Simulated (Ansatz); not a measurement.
Consider the following.

Sn₂Au:
```
Sn2Au
1.0
    0.00000     4.31204     4.31204
    4.31204     0.00000     4.31204
    4.31204     4.31204     0.00000
Sn Au
4 2
Direct
  0.62500   0.62500   0.62500
  0.12500   0.62500   0.62500
  0.62500   0.12500   0.62500
  0.62500   0.62500   0.12500
  0.25000   0.25000   0.25000
  0.00000   0.00000   0.00000
```

This is the PBE-relaxed structure.

Task: All from DFT-PBE in the program Ansatz with PAW potentials, unless another level is named. Give the density of states at the Fermi level.

Result: 0.52 states/eV per atom (mean over ±0.08 eV).

Task: Predict the formation energy from the elements (no fitted shifts).

Result: 0.40 eV/atom.

Task: And the gap with spin–orbit coupling?

Result: none (metallic).

Space group Fd-3m (cubic Laves (MgCu2 type)). The cell is a constructed one: a structure type filled with these elements; neither database checked (COD, Materials Project) lists it. COD files the formula under space group No. 61, so this cell is another polymorph or a model. Its standing as an ambient phase is unchecked. The cell was relaxed with PBE under the symmetry of its start; whether a distortion lowers the energy is not shown. The references are the lowest solids computed at this level, not always the standard phases. Spin–orbit coupling is left out wherever it is not named.

Potentials: the earlier of the program's two PAW sets.
